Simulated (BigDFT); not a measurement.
A self-consistent single point of Sn(H)2(F)(Br) (BrFH2Sn) with BigDFT.

Computed with BigDFT with PBE, Daubechies wavelet basis, HGH (Krack) norm-conserving potentials made for PBE, isolated boundary conditions.

SMILES: [F][SnH2][Br]
```xyz
5

Sn    -0.1165    -0.1549     0.0463
F     -0.8244     1.5485    -0.5566
Br     2.3122     0.1797     0.0617
H     -0.6122    -1.2416    -1.1565
H     -0.7591    -0.3317     1.6051
```
Charge 0, spin multiplicity 1.

Reference input (self-consistent single point, DFT, PBE, Daubechies wavelet basis, HGH (Krack) norm-conserving potentials made for PBE, isolated boundary conditions): basis = Daubechies wavelets; dft.hgrids = 0.291 bohr; dft.rmult = 6 8; dft.ixc = 11; potentials = built-in HGH-K PBE; boundary_conditions = free; dft.gnrm_cv = 1e-04; dft.itermax = 80; dft.idsx = 6; dft.nrepmax = 3; dft.norbv = 4; dft.nvirt = 2. This run's input differs from it in these lines:

```diff
@@ -3,3 +3,3 @@
   hgrids: 0.291
-  rmult: [6, 8]
+  rmult: [6, 5]
   ixc: 11
```

Output (repeated stretches shortened):

```
  #------------------------------------------------------------------- Self-Consistent Cycle
 Ground State Optimization:
 - Hamiltonian Optimization: &itrp001
   - Subspace Optimization: &itrep001-01
       Wavefunctions Iterations:
 iter:  1, EKS: -4.20952250569553996E+01, gnrm:  1.73E-01, D: -2.45E-01,
 iter:  2, EKS: -4.23104314613595847E+01, gnrm:  9.33E-02, D: -2.15E-01,
 iter:  3, EKS: -4.23414709067748589E+01, gnrm:  4.14E-02, D: -3.10E-02,
 iter:  4, EKS: -4.23497475907157508E+01, gnrm:  2.44E-02, D: -8.28E-03,
 iter:  5, EKS: -4.23525942765458652E+01, gnrm:  1.17E-02, D: -2.85E-03,
   [... lines left out ...]
 iter:  9, EKS: -4.23538637336516004E+01, gnrm:  1.33E-03, D: -4.10E-05,
 iter:  10, EKS: -4.23538757706209736E+01, gnrm:  7.80E-04, D: -1.20E-05,
 iter:  11, EKS: -4.23538804143170964E+01, gnrm:  4.77E-04, D: -4.64E-06,
 iter:  12, EKS: -4.23538823389723831E+01, gnrm:  2.93E-04, D: -1.92E-06,
 iter:  13, EKS: -4.23538831805984515E+01, gnrm:  2.03E-04, D: -8.42E-07,
 iter:  14, EKS: -4.23538833859108550E+01, gnrm:  1.08E-04, D: -2.05E-07,
 iter:  15, EKS: -4.23538834821845498E+01, gnrm:  6.88E-05, D: -9.63E-08,
       -  &FINAL001  { #---------------------------------------------------------- iter: 16
 iter:  16, EKS: -4.23538835199819346E+01, gnrm:  6.88E-05, D: -3.78E-08,  #FINAL
        #Eigenvalues and New Occupation Numbers
       Orbitals: [
   [... 7 lines left out ...]
 Last Iteration                        : *FINAL001
  #---------------------------------------------------------------------- Forces Calculation
 Total electronic charge               :  19.999999768606
 Electric Dipole Moment (AU):
   P vector                            :  [ -1.962181E-01, -1.040555E+00,  3.369393E-01 ]
   norm(P)                             :  1.11120878E+00
 Electric Dipole Moment (Debye):
   P vector                            :  [ -4.987365E-01, -2.644828E+00,  8.564141E-01 ]
   norm(P)                             :  2.82441072E+00
  #---------------------------------- Iterative subspace diagonalization of virtual orbitals
   [... lines left out ...]
 - HOMO LUMO gap (AU, eV)              :  [  1.82899482355787E-01,  4.97694823982901E+00 ]
  #-------------------------------- Warnings obtained during the run, check their relevance!
 WARNINGS:
 BigDFT infocode                       :  0
   [... lines left out ...]
 -  {F: [ 3.895724215439E-03,  6.656034680477E-03,  1.853043101477E-03]} # 0002
 -  {Br: [ 5.347754886358E-03,  2.817555704339E-03, -1.100128723454E-03]} # 0003
 -  {H: [ 1.594523356898E-03, -7.754406371255E-03, -9.299647866100E-04]} # 0004
 -  {H: [-5.285182084556E-04, -1.261996691283E-03,  2.311632872380E-03]} # 0005
 Energy (Hartree)                      : -4.23538835199819346E+01
 Force Norm (Hartree/Bohr)             :  1.68067045665482653E-02
```

The run converged in 16 iterations. Against the reference run the free energy goes up by 14.6 meV/atom, the largest force goes from 0.449 to 0.542 eV/Å and the HOMO-LUMO gap stays at 4.977 eV.

The grid can part forces that symmetry would make equal. This run is one point of a test of settings, so its values need not be converged; read them against the reference run alone. The geometry comes from a cheaper method or was typed, in some cases with atoms then moved at random; it is not relaxed at this level, and the species need not be a known compound.

These are the values that this program gave, and no reference: the built-in potentials of some of these elements keep semicore shells in the core, which can shift energies, forces and lattice constants.

Cost on one core: around 4 core-minutes (rough).
